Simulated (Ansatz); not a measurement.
Consider the following.

MgSe (rock salt) is sheared across one {100} plane: the third cell vector gains the shift, so faults repeat every 8.3 Å. The cut lies between planes 2.75 Å apart; the cell height is held.

```yaml
crystal:
  lattice:
    - [3.89502, 0.00000, 0.00000]
    - [0.00000, 3.89502, 0.00000]
    - [1.94751, 1.94751, 8.26259]
  atoms:
    - { symbol: Se, position: [0.00000, 0.00000, 0.83333] }
    - { symbol: Se, position: [0.33333, 0.33333, 0.16667] }
    - { symbol: Se, position: [0.66667, 0.66667, 0.50000] }
    - { symbol: Mg, position: [0.50000, 0.50000, 0.83333] }
    - { symbol: Mg, position: [0.83333, 0.83333, 0.16667] }
    - { symbol: Mg, position: [0.16667, 0.16667, 0.50000] }
```

In-plane vectors a = (3.895, 0.000) Å, b = (0.000, 3.895) Å, area 15.17 Å². The shift is x·a + y·b, and the map repeats with period 1 in x and y. The shift is rigid: no atom relaxes. γ = [E(shift) − E(0)] / area.

Computed with PBE (plane waves to 420 eV, PAW, scalar-relativistic; Ansatz, a program for electronic structure). k mesh 7×7×7 (Γ-centred), Fermi-Dirac smearing 0.05 eV. Energies are extrapolated to zero smearing. As the smearing reaches across the gap at some points, the k mesh leaves noise in γ, roughly 0.02 J/m² as judged from a few cases. Faults lie only 8.3 Å apart, and holding the cell height and the atoms raises γ above its relaxed value. MgSe was relaxed with its symmetry unable to fall. The zero of γ is zero shift.

The scan covers x from 0.000 to 0.833 in 6 points and y from 0.000 to 0.833 in 6 points.

### Question
Where does the grid have local minima besides zero shift?

### Answer
No grid point is one.

### Question
Stepping between nearest grid points (4 neighbours each), what is the highest γ met on the easiest way from zero shift to the shift a?

### Answer
1.12 J/m².

### Question
Which grid point, or set of equal points, is the highest, and at what γ?

### Answer
x = 0.500, y = 0.500 (2.67 J/m²).

(The slope of γ gives the shear force per area between the displaced halves; near zero shift its curvature is an elastic stiffness.)
